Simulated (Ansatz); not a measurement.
This cell of GaN (zinc blende) is off equilibrium:

```xyz
2
Lattice="0.0000 2.2737 2.2737 2.2737 0.0000 2.2737 2.2737 2.2737 0.0000" Properties=species:S:1:pos:R:3 pbc="T T T"
N      3.4105     3.4105     3.4105
Ga     0.0000     0.0000     0.0000
```

Method: r2SCAN (plane waves to 500 eV, PAW, scalar-relativistic; Ansatz, a first-principles code). k mesh 13×13×13 (Γ-centred), Fermi-Dirac smearing 0.05 eV. The energy includes the smearing's −TS. Stress and pressure are positive under compression. GaN was relaxed with its symmetry unable to fall.

**Question.** What is the stress tensor (GPa)?

**Answer.** 
```
   -6.0      0.0      0.0
    0.0     -6.0      0.0
    0.0      0.0     -6.0
```
The pressure, a third of the trace, is -6.0 GPa.

**Question.** It is the relaxed cell scaled evenly to V/V₀ = 1.033, atoms relaxed where free. What is its energy relative to the relaxed cell?

**Answer.** 7.3 meV/atom.

(Under strain, the slope of the energy per volume gives the stress and its curvature an elastic modulus.)
